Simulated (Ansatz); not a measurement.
Input:

CuPd:
```yaml
crystal:
  lattice:
    - [1.44617, -2.20544, 0.00000]
    - [1.44617, 2.20544, 0.00000]
    - [0.00000, 0.00000, 4.22643]
  atoms:
    - { symbol: Cu, position: [0.00000, 0.00000, 0.00000] }
    - { symbol: Pd, position: [0.50000, 0.50000, 0.50000] }
```

This is the r²SCAN-relaxed structure.

All from plane-wave PAW r²SCAN (Ansatz code), unless another level is named. Estimate the formation energy from the elements (no fitted shifts).

-0.031 eV/atom.

Predict the density of states at the Fermi level.

0.38 states/eV per atom (mean over ±0.08 eV).

Space group Cmmm. The workflow started from a Materials Project entry (that database holds measured and hypothetical structures alike); the Crystallography Open Database copy checked does not list it. COD files the formula under space group No. 221. With Cu and Pd taken as one species the cell has the higher symmetry Im-3m, so it may be an ordered model of a mixed-site phase. Its standing as an ambient phase is unchecked. Symmetry was held in the r²SCAN relaxation. At this level the phase is dynamically unstable (imaginary phonons). No spin polarisation was allowed. The references are the lowest solids computed at this level, not always the standard phases. Scalar-relativistic: spin–orbit coupling is off unless named, which matters more the heavier the elements.

Potentials: the later of the program's two PAW sets.
